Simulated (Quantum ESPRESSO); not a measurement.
# Kohn-Sham bands of RbBr (CsCl type)

```yaml
crystal:
  lattice:
    - [4.12608, 0.00000, 0.00000]
    - [0.00000, 4.12608, 0.00000]
    - [0.00000, 0.00000, 4.12608]
  atoms:
    - { symbol: Rb, position: [0.00000, 0.00000, 0.00000] }
    - { symbol: Br, position: [0.50000, 0.50000, 0.50000] }
```

Structure: Materials Project mp-23303, symmetrised, not relaxed again. Not found in the COD (Crystallography Open Database) copy used, which has the formula in other groups; not checked further. Computed values, not measurements, from PBEsol: Quantum ESPRESSO (norm-conserving PseudoDojo potentials, cutoff 37 Ry, spinors with spin-orbit coupling) on a Γ-centred 6×6×6 mesh, then Wannier90. Density: 8×8×8 mesh, cold smearing 0.01 Ry.

Energies are relative to the valence-band maximum; weights are on the orthonormalised atomic waves of the pseudopotential files, averaged over the group. 16 electrons a cell are treated as valence.

| bands | from (eV) | to (eV) | filling | weight on atomic waves |
|---|---|---|---|---|
| 1–2 | -25.06 | -25.00 | filled | ? |
| 3–4 | -12.67 | -12.37 | filled | ? |
| 5–6 | -9.86 | -9.65 | filled | ? |
| 7–10 | -9.10 | -8.71 | filled | ? |
| 11–16 | -1.82 | 0.00 | filled | ? |

Problem. Which atomic shells make up each group?

Solution. 
- 1–2, weight on atomic waves: Rb 4s 98 %
- 3–4, weight on atomic waves: Br 4s 93 %, Rb 5s 5 %
- 5–6, weight on atomic waves: Rb 4p 98 %
- 7–10, weight on atomic waves: Rb 4p 98 %
- 11–16, weight on atomic waves: Br 4p 95 %

The Kohn-Sham gap over both meshes and the path is 3.87 eV.
